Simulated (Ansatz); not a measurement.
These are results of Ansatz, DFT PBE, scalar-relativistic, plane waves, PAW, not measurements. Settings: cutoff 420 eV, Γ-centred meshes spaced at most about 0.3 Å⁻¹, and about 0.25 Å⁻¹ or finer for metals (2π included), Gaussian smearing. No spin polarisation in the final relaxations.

These are static total energies at zero pressure.

Two relaxed structures of Al2InN3:

A.

```xyz
6
Lattice="2.8098 0.0000 0.0000 0.0000 3.9923 0.0000 0.0000 0.0000 7.4847" Properties=species:S:1:pos:R:3 pbc="T T T"
Al    0.0000    1.9962    6.2749
Al    0.0000    1.9962    1.2098
In    1.4049    1.9962    3.7424
N     1.4049    2.8486    0.0000
N     1.4049    1.1437    0.0000
N     0.0000    0.0000    3.7424
```

B.

```xyz
6
Lattice="4.7700 0.0000 0.0000 -2.3850 4.1309 0.0000 0.0000 0.0000 3.7570" Properties=species:S:1:pos:R:3 pbc="T T T"
Al    0.0000    2.7540    0.6234
Al    2.3850    1.3770    3.1336
In    0.0000    0.0000    1.8785
N     0.0000    2.7540    2.5214
N     2.3850    1.3770    1.2356
N     0.0000    0.0000    0.0000
```

Question: Which form is favoured at zero pressure, and by what margin per atom?

Answer: B is lower, by 0.36 eV/atom. A has space group Pmmm (No. 47), 14.0 Å³/atom and no gap on its mesh; B has space group P-3m1 (No. 164), 12.3 Å³/atom and no gap. Counting N atoms around Al and In (those within 1.25 times the shortest such distance or 1.15 times the sum of covalent radii), A has Al 4, In 4 and B has Al 2, In 2. The denser one is the lower, and pressure would at first widen the difference. Even the lower one lies +0.55 eV/atom against the reference forms of the elements (uncorrected), so neither is stable at this level. In A, around Al lie 4 N at 2.04 Å, 1 Al at 2.42 Å, 2 Al at 2.81 Å and 2 In at 2.90 Å; In has 4 N at 2.44 Å, 2 In at 2.81 Å and 4 Al at 2.90 Å; N on a site of symmetry m2m is surrounded by 1 N at 1.70 Å and 4 Al at 2.04 Å; 1 more site not described. In B, around Al lie 2 N at 1.86–1.90 Å; In has 2 N at 1.88 Å; around N on a site of symmetry 3m lie 2 Al at 1.86–1.90 Å; 1 more site not described. Both come from invented guesses. A third cell relaxed alike, in P-3m1, lies 1.09 eV/atom below the lower of the two.

The zero gap of P-3m1 may come from the functional, which often closes small gaps. A magnetic state wasn't ruled out in cells without spin, among them Pmmm, P-3m1. Cells relaxed within their symmetry can be saddle points.
